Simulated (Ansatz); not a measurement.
H in its lowest state found on the top face of a (100) slab of HfN (Fm-3m (No. 225)), 4 planes, outer planes HfN (top) and HfN (bottom); 1 a cell of 10.13 Å², its atoms last:

```
CELL_PARAMETERS angstrom
3.18308 0.00000 0.00000
0.00000 3.18308 0.00000
0.00000 0.00000 25.75233
ATOMIC_POSITIONS crystal
Hf 0.50000 0.50000 0.33007
N 0.00000 0.00000 0.33007
Hf 0.00000 0.00000 0.41747
N 0.50000 0.50000 0.41747
Hf 0.50000 0.50000 0.50511
N 0.00000 0.00000 0.50948
Hf 0.00000 0.00000 0.60125
N 0.50000 0.50000 0.58669
H 0.00000 0.50000 0.65490
```

All numbers below come from DFT PBEsol, scalar-relativistic, plane waves, PAW (Ansatz). Cutoff 420 eV; k points 9×9×1 on the computed 9-atom cell (Γ-centred); Gaussian smearing, width 0.10 eV; no spin polarisation. The cell repeats along c with a dipole correction in the vacuum.

The clean top face has a work function of 2.42 eV. Adsorption changes the slab's dipole along +c by Δp = -0.1705 e·Å a cell (-0.82 D an adsorbate).

Q: What change of work function does the Helmholtz equation give?

A: A sheet of dipoles makes a step in an electron's potential energy of −e·Δp/(ε0·A), and e/ε0 = 180.95 eV·Å for Δp in e·Å: −180.95 × (-0.1705)/10.13 = +3.05 eV. This is the change of φ(top) − φ(bottom). If the bottom face is unmoved, φ(top) becomes 5.47 eV.

Q: How does that compare with the calculation?

A: φ(top) changes by +2.66 eV and φ(bottom) by -0.38 eV, so their difference changes by +3.04 eV. The slab is thin enough for the adsorbate to shift the Fermi level against the bottom face too.

Q: What does the sign say about the electrons?

A: The change of dipole points into the surface (negative end outward), so the work function rises. Electrons gather on the vacuum side. Δp also holds the adsorbate's own dipole and the moves of the surface atoms, so it isn't a charge transfer alone.

Spin-orbit coupling is left out, which matters for the bands of heavy elements.